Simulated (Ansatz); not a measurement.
Data:

Mg2H6Ru:
```cif
data_H24Mg8Ru4
_chemical_formula_sum 'Mg8 H24 Ru4'
_space_group_name_H-M_alt 'Fm-3m'
_space_group_IT_number 225
_space_group_name_Hall '-F 4 2 3'
_cell_length_a 6.51735
_cell_length_b 6.51735
_cell_length_c 6.51735
_cell_angle_alpha 90.000
_cell_angle_beta 90.000
_cell_angle_gamma 90.000
loop_
_atom_site_label
_atom_site_type_symbol
_atom_site_symmetry_multiplicity
_atom_site_Wyckoff_symbol
_atom_site_fract_x
_atom_site_fract_y
_atom_site_fract_z
_atom_site_occupancy
Mg1 Mg 8 c 0.25000 0.25000 0.25000 1
H1 H 24 e 0.00000 0.00000 0.25587 1
Ru1 Ru 4 a 0.00000 0.00000 0.00000 1
```
(The calculation used a cell of 9 atoms; values per cell refer to that cell.)

This is the LDA-relaxed structure.

Task: All from LDA in the plane-wave PAW code Ansatz, unless another level is named. Estimate the electron effective mass.

Result: 0.47, 0.47, 5.1 mₑ (principal values).

Task: And the formation energy from the elements (no fitted shifts)?

Result: -0.46 eV/atom.

Task: Next, the conduction-band minimum?

Result: on the Γ–X line, 89 % of the way from Γ (6 equivalent valleys).

Task: What about the weight of the valence-edge state by species (Voronoi cells)?

Result: Ru 66 %, H 31 %, Mg 4 %.

Task: What about the weight of the conduction-edge state by species (Voronoi cells)?

Result: H 54 %, Ru 42 %, Mg 4 %.

The first step of the workflow began from a Materials Project structure, measured or hypothetical; the Crystallography Open Database copy checked does not list it. Its standing as an ambient phase is unchecked. The cell was relaxed with LDA under the symmetry of its start; phonons on a q-mesh show no instability. No spin polarisation was allowed. The references are the lowest solids computed at this level, not always the standard phases (solids in place of the gases). Spin–orbit coupling is left out wherever it is not named.

Potentials: the later of the program's two PAW sets.

Edges and masses are those of Kohn–Sham bands, whose gap is no quasiparticle gap.
